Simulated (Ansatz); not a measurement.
One starting cell of TePb (a generated cell, TePb built in the rocksalt structure type) was relaxed twice with Ansatz (plane waves, PAW, scalar-relativistic): with PBEsol at 420 eV and with PBE at 420 eV. The PBEsol result:

```xyz
2
Lattice="0.0000 3.2212 3.2212 3.2212 0.0000 3.2212 3.2212 3.2212 0.0000" Properties=species:S:1:pos:R:3 pbc="T T T"
Te     0.0000     0.0000     0.0000
Pb     3.2212     3.2212     3.2212
```

```tsv
quantity	PBEsol	PBE
space group	Fm-3m	Fm-3m
volume (Å³/atom)	33.42	35.45
a (Å)	6.442	6.570
gap (eV, no spin-orbit coupling)	0.65	0.84
pressure at 130 % of the level's own volume (GPa)	-6.5	-5.6
```

Both levels end in the same structure; PBE's volume is 6.1 % larger; its gap is 0.19 eV larger. Neither column is exact.

No spin polarisation in the result. Spin-orbit coupling is missing; with elements this heavy it can move band edges by tenths of an eV or more.

Measured for TePb: gap 0.19 eV (0 K or low temperature; as listed in arXiv:2302.06325). Computed minus measured — gap: PBEsol +0.46 eV, PBE +0.65 eV. The computed values are for a static lattice, and a measured gap can be an optical one, lowered by exciton binding.

The run could not lose the symmetry of its start.

All atoms sit on sites fixed by symmetry, so only the cell could relax.

Ansatz is an electronic-structure program.
